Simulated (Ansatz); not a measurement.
Input and command of a plane-wave DFT calculation in Ansatz:

```yaml
crystal:
  lattice:
    - [3.118, 0.0, 0.0]
    - [0.0, 3.118, 0.0]
    - [0.0, 0.0, 3.118]
  atoms:
    - { symbol: Ti, position: [0.5, 0.5, 0.5] }
    - { symbol: Re, position: [-0.0347187862, -0.0347187862, -0.0347187862] }
basis:
  ecutwfc: 500
kpoints:
  mp_grid: { grid: [16, 16, 16] }
hamiltonian:
  xc: r2scan
scf:
  occupations: { method: gaussian, width: 0.15 }
output:
  forces: true
  stress: true
  eigenvalues: true
```

```bash
ansatz run input.yaml --threads 1 --pin off --max-ram 2560MiB --backend cpu --events-out ev --progress --plain --runs-dir out
```

Processor: Arm Neoverse V2, 1 thread, on a host shared with other jobs.

Task: Estimate time, memory and problem size.

Result: About 40 s on 1 thread of Arm Neoverse V2, on a shared host, peak memory 0.62 GiB. It solves 18 bands at 417 k points (the mesh reduced by symmetry) with about 751 plane waves, in 9 SCF iterations.
